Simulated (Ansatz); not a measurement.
ZrSiRu, first-principles data

ZrSiRu:
```yaml
crystal:
  lattice:
    - [6.68057, 0.00000, 0.00000]
    - [-3.34028, 5.78554, 0.00000]
    - [0.00000, 0.00000, 3.69463]
  atoms:
    - { symbol: Ru, position: [0.24386, 0.00000, 0.00000] }
    - { symbol: Ru, position: [0.75614, 0.75614, 0.00000] }
    - { symbol: Ru, position: [0.00000, 0.24386, 0.00000] }
    - { symbol: Zr, position: [0.58476, 0.00000, 0.50000] }
    - { symbol: Zr, position: [0.41524, 0.41524, 0.50000] }
    - { symbol: Zr, position: [0.00000, 0.58476, 0.50000] }
    - { symbol: Si, position: [0.00000, 0.00000, 0.50000] }
    - { symbol: Si, position: [0.33333, 0.66667, 0.00000] }
    - { symbol: Si, position: [0.66667, 0.33333, 0.00000] }
```

Space group P-62m (No. 189); conventional cell a = 6.6806 Å, b = 6.6806 Å, c = 3.6946 Å, α = 90.00°, β = 90.00°, γ = 120.00°.

Method: r²SCAN (plane waves, PAW; program Ansatz). Structure relaxed to zero pressure with the same functional. Other levels are named where they apply.

**Cell and energy**

| Property | Result |
|---|---|
| Volume per atom | 15.87 Å³ |
| Density | 7.69 g/cm³ |
| Formation energy from the elements (no fitted shifts) | -1.00 eV/atom |

**Electronic structure**

| Quantity | Result |
|---|---|
| Electronic character | metallic (no gap) |
| Density of states at the Fermi level | 0.42 states/eV per atom (mean over ±0.08 eV) |
| Gap with spin–orbit coupling | none (metallic) |

**Mechanics**

| Quantity | Value |
|---|---|
| Bulk modulus (Birch–Murnaghan fit) | 201 GPa |
| Pressure derivative B′ | 4.2 |

**Charges**

| Item | Value |
|---|---|
| Bader charges | Ru -0.94, Zr +1.64, Si -1.08 to +0.06 e |

The workflow started from an entry of the Crystallography Open Database (COD). Its standing as an ambient phase is unchecked. Symmetry was held in the r²SCAN relaxation; whether a distortion lowers the energy is not shown. The run is not spin-polarised. The references are the lowest solids computed at this level, not always the standard phases. Spin–orbit coupling is left out wherever it is not named.

Potentials: the later of the program's two PAW sets.
